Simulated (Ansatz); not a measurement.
## SiCl, a known structure type with other elements, at an estimated volume

```
Si Cl
1.0
    -3.29542    3.29542    4.39326
     3.29542   -3.29542    4.39326
     3.29542    3.29542   -4.39326
Si Cl
4 4
Direct
  0.00000 0.00000 0.00000
  0.00000 0.50000 0.00000
  0.50000 0.00000 0.50000
  0.00000 0.00000 0.50000
  0.43000 0.18000 0.25000
  0.18000 0.43000 0.75000
  0.57000 0.82000 0.75000
  0.82000 0.57000 0.25000
```

Level: PBEsol, no spin polarisation; 420 eV; 7×7×7 Γ-centred mesh; cold occupations (width 0.2324 eV); Ansatz 0.2.0, fixed geometry.

- Forces: The largest is on Cl7 (and as large on other atoms): 0.86 eV/Å, components (0.00, 0.00, -0.86). It makes 134° with the line to a nearest neighbour, Si1 at 2.28 Å.
- Charges: Bader charges in e: Si +0.74, Cl -0.74. In the mean Si gives up most and Cl takes most.
- Stress: The pressure is -0.3 GPa (compression positive), so with the atoms held at these fractions the cell is close to zero pressure; the forces are large, so a full relaxation may end otherwise. The principal stresses -5.0, 2.0, 2.0 GPa differ, so its shape would change too.
- Electronic structure: It is a metal, with about 2.5 states/eV a cell as the mean within 0.25 eV of the Fermi level, mostly Si p (79 %) and Cl p (14 %).
- Formation energy: 0.16 eV an atom against the elements' usual phases (free molecules for gases, crystals otherwise, with no correction for O₂ or N₂), so at this geometry it isn't bound against them. Relaxing would lower it.

Origin: a known structure type with other elements, at an estimated volume, so it need not be a known compound. Caveats: many states at the Fermi level without spin polarisation, so a magnetic state may lie lower; wide smearing.
